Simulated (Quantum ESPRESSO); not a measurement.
# Strain and stress in Mg3Se2Cl2

The results below are calculated, not measured. They come from pw.x of Quantum ESPRESSO 7.5, a plane-wave density functional program, with PseudoDojo standard norm-conserving files (v0.5 for PBE, v0.4.1 for LDA and PBEsol). The cells are made up: elements, strain and atom displacements were drawn at random, and nothing was relaxed. There is no spin polarisation, spin-orbit coupling or dispersion term.

The cell has 8 sites of a wurtzite lattice (rectangular cell). Sites 1 to 4 hold Mg empty Mg Mg; sites 5 to 8 hold Se Se Cl Cl. Cell vectors in Å: (4.154, -0.043, -0.056); (-0.074, 7.292, -0.089); (-0.091, -0.084, 7.007). Settings: PBE, cutoff 1170 eV, 4 x 4 x 4 k mesh shifted by half a step, Fermi-Dirac smearing of 0.025 eV.

Each run adds the same linear strain along x, y and z to one cell, with the atoms carried along; the vectors above are those of run 4. Stress is positive in tension and P is minus a third of its trace. E is the free energy for each atom above the lowest run shown. The last column is band 39 less band 38 at Gamma, from a band step after each run.

| run | strain (%) | s_xx (GPa) | s_yy (GPa) | s_zz (GPa) | s_xy (GPa) | P (GPa) | E (meV/atom) | level step at Gamma (eV) |
| --- | --- | --- | --- | --- | --- | --- | --- | --- |
| 1 | -2.37 | -1.84 | 1.00 | 1.43 | -1.03 | -0.19 | 0.00 | 1.546 |
| 2 | -1.19 | -0.43 | 2.24 | 2.40 | -0.90 | -1.40 | 5.28 | 1.445 |
| 3 | -0.71 | 0.08 | 2.69 | 2.74 | -0.85 | -1.84 | 9.70 | 1.405 |
| 4 | -0.35 | 0.44 | 3.01 | 2.99 | -0.81 | -2.15 | 13.75 | 1.376 |
| 5 | 1.00 | 1.65 | 4.06 | 3.78 | -0.69 | -3.17 | 34.62 | 1.269 |
| 7 | 2.48 | 2.74 | 4.98 | 4.48 | -0.57 | -4.07 | 66.57 | 1.159 |
| 6 | 1.27 | ? | ? | ? | ? | ? | ? | ? |

A rerun of one of these cells at 1467 eV and k mesh 6 x 6 x 6 moved values by no more than 0.009 eV in the cell's energy, 0.08 GPa in stress and 0.012 eV/Å in force.

## Worked fit

A parabola through the six runs shown gives P = -2.44 - 0.80 e + 0.060 e² GPa, with e in per cent and a scatter of 0.01 GPa. A linear strain of 1 % changes the volume by about 3 %, so the bulk modulus of this cell with clamped atoms is about 27 ± 1 GPa at e = 0. The error is the larger of the fit's own and the change that a cubic makes, rounded up.

## Withheld run

Question: what P should run 6 give?

The fit gives -3.36 GPa. The calculation gave -3.35 GPa.

| run | strain (%) | s_xx (GPa) | s_yy (GPa) | s_zz (GPa) | s_xy (GPa) | P (GPa) | E (meV/atom) | level step at Gamma (eV) |
| --- | --- | --- | --- | --- | --- | --- | --- | --- |
| 6 | 1.27 | 1.87 | 4.25 | 3.92 | -0.67 | -3.35 | 39.72 | 1.249 |